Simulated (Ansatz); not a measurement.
SiC:
```xyz
6
Lattice="3.0726 0.0000 0.0000 -1.5363 2.6610 0.0000 0.0000 0.0000 7.0394" Properties=species:S:1:pos:R:3 pbc="T T T"
Si     1.5363     0.0000     3.5197
Si    -0.7682     1.3305     1.1732
Si     0.7682     1.3305     5.8661
C      1.5363     0.0000     0.0000
C     -0.7682     1.3305     4.6929
C      0.7682     1.3305     2.3465
```

Tensor components refer to the Cartesian frame of this cell.

Problem. Give the proper piezoelectric stress tensor with relaxed ions from r²SCAN (plane waves, PAW; program Ansatz).

Solution. In C/m², rows x, y, z, Voigt columns; mesh uncertainty up to 0.00.
```
 0.00   0.00   0.00   0.46   0.00   0.00
 0.00   0.00   0.00   0.00  -0.46   0.00
 0.00   0.00   0.00   0.00   0.00   0.00
```

The elastic tensor of the same run (GPa):

```
 473  85.0  89.8   0.0   0.0   0.0
85.0   473  89.8   0.0   0.0   0.0
89.8  89.8   642   0.0   0.0   0.0
 0.0   0.0   0.0   214   0.0   0.0
 0.0   0.0   0.0   0.0   214   0.0
 0.0   0.0   0.0   0.0   0.0   194
```

Problem. Convert to strain constants d = e·S.

Solution. In pC/N:
```
 0.0   0.0   0.0   2.2   0.0   0.0
 0.0   0.0   0.0   0.0  -2.2   0.0
 0.0   0.0   0.0   0.0   0.0   0.0
```

Space group P6_222. The start of the workflow was typed in or built on a structure type; neither database checked (COD, Materials Project) lists it. It is not the phase usual at ambient conditions (space group No. 186, 216). The r²SCAN relaxation kept the symmetry of its start; its stability against distortions is not shown here. Its formation energy is positive at this level, so the cell may be metastable or incomplete.

Potentials: the later of the program's two PAW sets.
